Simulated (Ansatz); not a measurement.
Here is the system:

Tc$_{3}$Ru:
```
Tc3Ru
1.0
    5.46693     0.00000     0.00000
   -2.73347     4.73450     0.00000
    0.00000     0.00000     4.33003
Tc Ru
6 2
Direct
  0.16471   0.32942   0.25000
  0.83529   0.67058   0.75000
  0.83529   0.16471   0.75000
  0.16471   0.83529   0.25000
  0.67058   0.83529   0.25000
  0.32942   0.16471   0.75000
  0.33333   0.66667   0.75000
  0.66667   0.33333   0.25000
```

This is the r²SCAN-relaxed structure.

Task: All from r²SCAN in the plane-wave PAW code Ansatz, unless another level is named. Estimate the formation energy from the elements (no fitted shifts).

Result: -0.054 eV/atom.

Task: And the density of states at the Fermi level?

Result: 0.84 states/eV per atom (mean over ±0.08 eV).

Space group P6_3/mmc. The first step of the workflow began from a Materials Project structure, measured or hypothetical; the Crystallography Open Database copy checked does not list it. With Tc and Ru taken as one species the cell has the higher symmetry P6_3/mmc, so it may be an ordered model of a mixed-site phase. Whether it is the stable phase at ambient conditions was not checked. Symmetry was held in the r²SCAN relaxation; its stability against distortions is not shown here. No spin polarisation was allowed. The references are the lowest solids computed at this level, not always the standard phases. Spin–orbit coupling is left out wherever it is not named.

Potentials: the later of the program's two PAW sets.
